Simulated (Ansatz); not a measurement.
## MnAl12: do energies and stresses tell the same story?

These are results of DFT PBEsol, scalar-relativistic, plane waves, PAW (Ansatz 0.2.0), not measurements.

Plane waves to 420 eV, a k mesh through Γ of 8×8×8 on the computed 13-atom cell and Gaussian smearing (0.10 eV); no spin polarisation.

Relaxed cell: Im-3, a = 7.422 Å, b = 7.422 Å, c = 7.422 Å, α = 90.00°, β = 90.00°, γ = 90.00°, 13 atoms in the primitive cell. Whether it is the stable form of this composition wasn't checked.

Energies at zero smearing and pressures from the stress tensor, at volumes with shape and atoms relaxed:
```
V (Å³/atom) E − E(first) (meV/atom) P (GPa)
     13.838                     0.00    16.21
     14.310                   -39.98    11.15
     14.781                   -66.20     6.83
     15.253                   -80.67     3.15
     15.725                   -85.14     0.00
     16.196                   -81.07    -2.66
     16.668                   -69.77    -4.92
     17.297                   -45.36    -7.38
```

Problem. Check P = −dE/dV between neighbouring volumes, and get the bulk modulus from the pressures alone.

Solution. With 1 eV/Å³ = 160.2 GPa:
```csv
middle V (Å³/atom),−ΔE/ΔV (GPa),mean P (GPa)
14.074,13.580,13.680
14.545,8.904,8.988
15.017,4.915,4.988
15.489,1.516,1.575
15.961,-1.380,-1.329
16.432,-3.838,-3.790
16.983,-6.218,-6.148
```

The two differ by 0.10 GPa at most. The mean of two end pressures misses the average over a step by about ΔV² P″/12, up to 0.07 GPa here; with that taken off 0.03 GPa remains, from the smearing term (the stress is the derivative of the free energy), the finite cutoff, the mesh or the relaxation's tolerance. Around V = 15.725 Å³/atom, the two neighbours give B = −V ΔP/ΔV = 15.725 × 5.81 / 0.943 = 96.8 GPa, against B0 = 96.0 GPa from the Birch–Murnaghan fit of the energies.

Spin polarisation was left out, and a magnetic state may lie lower.

A ferromagnetic start lost its moments in a first run, so spin was left out; other magnetic orders weren't tried.

Cost: 9 runs of about 7.1 core-minutes in all, on Oxide Virtual Turin-like Processor (Zen 5) (shared hosts).